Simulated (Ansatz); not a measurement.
# TiHg: how the free axis answers a strain

TiHg, P4/mmm, a = 2.985 Å, c = 4.109 Å. The structure is a COD entry; whether it is the stable form wasn't checked. Ansatz: r2SCAN, PAW, 500 eV, Γ-centred 14×14×10 mesh on 2 atoms, Gaussian smearing 0.10 eV; no spin polarisation. Series: uniaxial strain along a, with b, c and atoms relaxed; x is the strain in per cent. y is the change of c in per cent of 4.109 Å.

| x (%) | y (%) |
| --- | --- |
| -2.0 | ? |
| -1.0 | 0.45 |
| 0.0 | 0.00 |
| 1.0 | -0.42 |
| 2.0 | -0.88 |

Q: Fit y = c1 x + c2 x² to the other rows, say what c1 measures, and predict the missing y.

A: Least squares on the rows shown. y = −0.4414 x + 0.002273 x². So −c1 = 0.441 is Poisson's ratio for this pair of axes. Along b the same runs (not shown) give 0.24. At x = -2.0 the fit asked for gives 0.89 %. The run gave 0.90 %, so the fit is 0.01 % too low, within the rms miss on the fitted rows (0.01 %). The form still works here, 33 % of the fitted range beyond its end.

Spin–orbit coupling is left out, which can shift energies with elements as heavy as these.